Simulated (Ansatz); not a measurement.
# Calculated with Ansatz: SrMn₄As₂, settings compared

Run with:

```bash
ansatz run input.yaml --threads 1 --pin off --max-ram 2560MiB --backend cpu --events-out ev --progress --plain --runs-dir out
```

The input file (Ansatz 0.2.0, plane waves):

```yaml
crystal:
  lattice:
    - [2.114101, 3.661726, 0.0]
    - [-2.114101, 3.661726, 0.0]
    - [0.0, -2.44115, 7.864204]
  atoms:
    - { symbol: Sr, position: [0.0, 0.0, 0.0] }
    - { symbol: As, position: [0.2474, 0.2474, 0.7422] }
    - { symbol: As, position: [0.7526, 0.7526, 0.2578] }
    - { symbol: Mn, position: [0.1434, 0.1434, 0.4302] }
    - { symbol: Mn, position: [0.8566, 0.8566, 0.5698] }
    - { symbol: Mn, position: [0.4385, 0.4385, 0.3155] }
    - { symbol: Mn, position: [0.5615, 0.5615, 0.6845] }
  symmetry: { tolerance: 0.0003 }
kpoints:
  mp_grid: { grid: [5, 5, 5], shift: [0, 0, 0] }
magnetization:
  spin_polarized: false
scf:
  occupations: { method: fermi_dirac }
hamiltonian:
  pseudopotentials: { kind: paw }
  xc: pbe
basis:
  ecutwfc: 420
output:
  forces: true
  stress: true
  eigenvalues: true
  write_density: true
  write_potential: true
  elf: true
  volumetric_format: npy
```

Origin of the cell: a known structure type with other elements, at an estimated volume, so it need not be a known compound.

The smearing width isn't typed, so it takes its default of 0.1 eV.

Output of this run (shortened):

```
Warning: crystal.lattice misses the space group found at crystal.symmetry.tolerance 3.0e-4 in a digit that the deck types, which is why this is a warning: making the lattice exact moves one o […]
Pseudopotentials: kind: paw
Pseudopotential: Sr, paw, valence charge 10, recommended cutoff 420 eV (normal), Sr.paw.azcp
Pseudopotential: As, paw, valence charge 15, recommended cutoff 420 eV (normal), As.paw.azcp
Pseudopotential: Mn, paw, valence charge 15, recommended cutoff 420 eV (normal), Mn.paw.azcp
Functional definition: PBE
  exchange = pbe_x(kappa = kappa, mu = beta*pi^2/3)
  correlation = pbe_c(beta = beta)
Crystal: 7 atoms, lattice volume = 121.758 Å³
Basis set: ecut = 420 eV, 2349 PW (Γ), exchange–correlation on 60×60×120 points (8 copies of the dense FFT grid, shifted against one another)
Bands: 60, of which v1, the nominal top of the filled ones, is band 50 counted from 1 (49 counted from 0)
Symmetry: 12 space group operations
[… 8 lines left out …]
Initial density: superposition of atomic densities (neutral atoms: chi_scale 0, normalization atom), corrected by the library's trained network
Functional: x = pbe(κ = 0.804, μ = 0.219515), c = pbe(β = 0.066725)
SCF iter   1: F=—  HF=-28851.839908 eV  Δρ=1.41e-2  dr2=1.58e-1
SCF iter   2: F=—  HF=-28851.831668 eV  Δρ=6.25e-3  dr2=4.36e-2
SCF iter   3: F=—  HF=-28851.829492 eV  Δρ=1.97e-3  dr2=4.94e-3
SCF iter   4: F=—  HF=-28851.828987 eV  Δρ=4.90e-4  dr2=7.73e-4
SCF iter   5: F=—  HF=-28851.828923 eV  Δρ=1.44e-4  dr2=1.11e-4
SCF iter   6: F=—  HF=-28851.828903 eV  Δρ=8.49e-5  dr2=1.56e-5
SCF iter   7: F=—  HF=-28851.828905 eV  Δρ=5.64e-5  dr2=4.56e-6
SCF iter   8: F=—  HF=-28851.828905 eV  Δρ=1.60e-5  dr2=4.41e-7
SCF iter   9: F=-28851.828905 eV  HF=-28851.828905 eV  Δρ=6.94e-6  dr2=7.04e-8
SCF 1 converged in 9 iterations: F = -28851.828905 eV  dr2 = 7.04e-8
SCF converged after 9 iterations
Free energy (F): -28851.828905 eV
Harris-Foulkes:  -28851.828905 eV  (|F-HF|=4.47e-8)
Internal energy: -28851.379924 eV  (E = F + TS)
E sigma→0 (E₀):  -28851.604414 eV
Entropy (-TS):   -0.448981 eV (-64.140 meV/atom)
Fermi energy:    13.230595 eV
--- Per-component energies (eV) ---
  E_band       = -1466.960097
  E_kinetic    = 1675.764267
  E_local      = -15113.901341  (includes V_loc(G=0)·N_el)
  E_nonlocal   = -172.954641
  E_hartree    = 6912.111801
  E_xc         = -785.987508
  E_vxc        = -902.390441  (∫ρ·V_xc dr)
  E_paw        = -11567.385348  (= ΣΔE_a)
  E_vpaw       = -777.701182  (= ΣTr[D̂ρ^β])
  E_aug_tail   = -0.000021  (compensation charges beyond the density's cutoff)
  E_ewald      = -9799.027133
  E_smearing   = -0.448981  (= −TS)
  Σ components = -28851.828905   (vs F -28851.828905, Δ=0.00e0)
--- Forces (eV/Å), atoms counted from 1 ---
  atom   1  Sr    -0.000000     0.000000     0.000000
  atom   2  As     0.000000    -0.000000    -0.221045
  atom   3  As     0.000000     0.000000     0.221045
  atom   4  Mn    -0.000000     0.000000     0.108244
  atom   5  Mn    -0.000000    -0.000000    -0.108244
  atom   6  Mn     0.000000     0.000000     2.649143
  atom   7  Mn    -0.000000    -0.000000    -2.649143
  max |Σ_I F_I| component: 4.44e-16 eV/Å
--- Stress (GPa, compression-positive) ---
      -15.458630       0.000000       0.000000
       -0.000000     -15.458630       0.000000
        0.000000       0.000000      -8.533027
  P = ⅓ Tr σ = -13.1501 GPa (-131.501 kbar)
```

The same input was run again with these changes:

1. `hamiltonian.xc` pbe → r2scan; `accuracy` default → low
2. `basis.ecutrho_ratio` default → 4; `basis.xc_grid` default → 3; `accuracy` default → medium
3. `hamiltonian.hubbard` default → { sites: [{ species: Mn, l: d, u_eff: 8.0 }], double_counting: amf }; `scf.convergence.dr2_threshold` default → 1.0e-06
4. `scf.occupations.method` fermi_dirac → methfessel_paxton; `scf.occupations.width` default → 0.005

| run | end | SCF iterations | P (GPa) | max force component (eV/Å) | moment (μB) | ΔE(σ→0) (meV/atom) |
| --- | --- | --- | --- | --- | --- | --- |
| base | converged | 9 | -13.15 | 2.649 | – | 0 |
| 1 | converged | 12 | -16.40 | 2.861 | – | – |
| 2 | converged | 9 | -13.15 | 2.649 | – | 0.00 |
| 3 | converged | 24 | 18.94 | 1.619 | – | – |
| 4 | converged | 9 | -13.61 | 2.686 | – | -0.31 |

Energies are compared only where functional, datasets, charge and starting cell are the same.

Not properties of the system: run 1 (too coarse or loose: `accuracy` = low).

Caveats of the base run: no spin polarisation, so a magnetic state may lie lower; the k mesh is coarse if the cell is a metal.

Run 1: the cutoff lies below the datasets' advice.
Run 3: the SCF threshold is loose for forces.

The base run took 5.9 s on 1 thread of Intel(R) Xeon(R) 6975P-C (Granite Rapids), on a shared host, peak memory 0.47 GiB, from the program's own first density.
